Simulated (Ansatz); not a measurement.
## Polymorphs of GaN

45 relaxations of GaN ended in 12 distinct structures. Computed with PBEsol (plane waves to 420 eV, PAW, scalar-relativistic; Ansatz, a program for electronic structure).

| # | space group | Pearson | type | E − E(lowest) (eV/atom) | V (Å³/atom) | gap (eV, no SOC) | coordination | runs ending here |
|---|---|---|---|---|---|---|---|---|
| 1 | P6₃mc | hP4 | wurtzite type | 0.000 | 11.37 | 1.88 | Ga 4 (tetrahedral), N 4 (tetrahedral) | 10 |
| 2 | P6₃mc | hP8 | AFLOW prototype AB_hP8_186_ab_ab (B5, as in SiC) | 0.003 | 11.37 | 1.79 | – | 4 |
| 3 | R3m | hR8 | – | 0.003 | 11.37 | 1.78 | – | 1 |
| 4 | P6₃mc | hP12 | AFLOW prototype AB_hP12_186_a2b_a2b (B6, as in SiC) | 0.004 | 11.37 | 1.76 | – | 5 |
| 5 | F-43m | cF8 | zinc blende type | 0.006 | 11.38 | 1.70 | Ga 4 (tetrahedral), N 4 (tetrahedral) | 15 |
| 6 | P4₂/mnm | tP8 | – | 0.057 | 11.91 | 1.87 | – | 1 |
| 7 | Pm-3n | cP12 | – | 0.164 | 13.96 | 1.56 | – | 2 |
| 8 | P6₄22 | hP6 | – | 0.351 | 10.37 | 1.47 | – | 1 |
| 9 | Fm-3m | cF8 | rock salt type | 0.428 | 9.39 | 0.54 | N 6 (octahedral), Ga 6 (octahedral) | 3 |
| 10 | P6₃/mmc | hP4 | NiAs type | 0.566 | 9.62 | 1.21 | Ga 6 (octahedral), N 6 (trigonal prismatic) | 1 |
| 11 | P-6m2 | hP2 | – | 0.92 | 9.94 | 0.00 | – | 1 |
| 12 | Pm-3m | cP2 | CsCl type | 1.60 | 9.88 | 0.00 | Ga 8 (cubic), N 8 (cubic) | 1 |

Coordination numbers (neighbours up to the widest gap in distance over summed covalent radii, below 1.35; n+m marks a second, longer set; metal–metal contacts left out). P6₃mc, hP4, wurtzite type is the lowest of the structures calculated here.

GaN is modelled in the hexagonal space group P6₃mc (No. 186), the wurtzite structure, Pearson symbol hP4. Cell: a = 3.183 Å, b = 3.183 Å, c = 5.185 Å, α = 90.00°, β = 90.00°, γ = 120.00°. Ga on 2b has 4 N at 1.946–1.953 Å (tetrahedral). N on 2b sees 4 Ga at 1.946–1.953 Å (tetrahedral). (Neighbours: up to the widest gap in distance over summed covalent radii, below 1.35, at either atom; cation-cation and far metal-metal contacts left out.)

 1 generated cell of layers, chains or molecules, poorly bound without dispersion, is left out. Each run could gain symmetry but not lose that of its start, so entries can be saddle points. From databases, or of a type measured for this composition: P6₃mc, hP4, wurtzite type; F-43m, cF8, zinc blende type; Fm-3m, cF8, rock salt type; the others are generated cells (placed on structure types, drawn at random, substituted or restacked) that were not matched to a known phase here. Static energies at zero pressure. No spin polarisation in the result. Gaps of cells over 8 atoms come from the SCF mesh and high-symmetry points alone.
